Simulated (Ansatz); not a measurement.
CoSi2 (fluorite type, space group Fm-3m)

```
CELL_PARAMETERS angstrom
      0.00000     2.68017     2.68017
      2.68017     0.00000     2.68017
      2.68017     2.68017     0.00000
ATOMIC_POSITIONS crystal
  Co 0.00000 0.00000 0.00000
  Si 0.25000 0.25000 0.25000
  Si 0.75000 0.75000 0.75000
```

The slice is a {110} plane (indices of the conventional cell) through the point (0.250, 0.250, 0.250) (fractional), spanned by u = [100] and v = [1 -1 -1] in vectors of this cell: u (3.79 Å) and v (5.36 Å, at 90° to u). It covers one period; positions are fractions (u, v).

Calculation: PBE (plane waves to 420 eV, PAW, scalar-relativistic; Ansatz, a program for electronic structure). k mesh 15×15×15. Inside the PAW spheres the values are not all-electron values, and peaks at nuclei hang on which shells count as valence. CoSi2 is run without spin polarisation. CoSi2 was relaxed with its symmetry unable to fall. The PAW data are Ansatz's earlier set.

Problem. What is the valence density on the shortest Co–Si line in this plane (2.32 Å), at its midpoint?

Solution. 0.49 e/Å³.

Problem. The ELF has a maximum in the middle third of the Co–Si line. Where, and how high?

Solution. 0.74, 1.4 Å from Co.

Problem. Sketch the electrostatic potential energy of an electron, from the cell's mean on this plane as a map.

Solution. 
| v \ u | 0.00 | 0.12 | 0.24 | 0.35 | 0.47 | 0.59 | 0.71 | 0.82 | 0.94 |
|---|---|---|---|---|---|---|---|---|---|
| 0.88 | x | x | 4.4 | 9.8 | 11.1 | 10.7 | 7.9 | x | x |
| 0.75 | 6.6 | 7.7 | 9.8 | 11.1 | 11.4 | 11.3 | 10.6 | 8.8 | 6.9 |
| 0.62 | x | x | 4.4 | 9.8 | 11.1 | 10.7 | 7.9 | x | x |
| 0.50 | x | x | x | 8.0 | 9.6 | 9.3 | 4.5 | x | x |
| 0.38 | x | x | <3.0 | x | x | x | <3.0 | x | x |
| 0.25 | 6.6 | 7.4 | <3.0 | x | x | x | x | 6.8 | 6.9 |
| 0.12 | x | x | <3.0 | x | x | x | <3.0 | x | x |
| 0.00 | x | x | x | 8.1 | 9.6 | 9.3 | 4.5 | x | x |

Values: electrostatic potential energy of an electron, from the cell's mean, in eV. Points within 1 Å of a nucleus are blanked (x), as the pseudised field means little there. Values under 3 eV are set to 3. The zero, the cell's mean, hangs on the PAW cores.
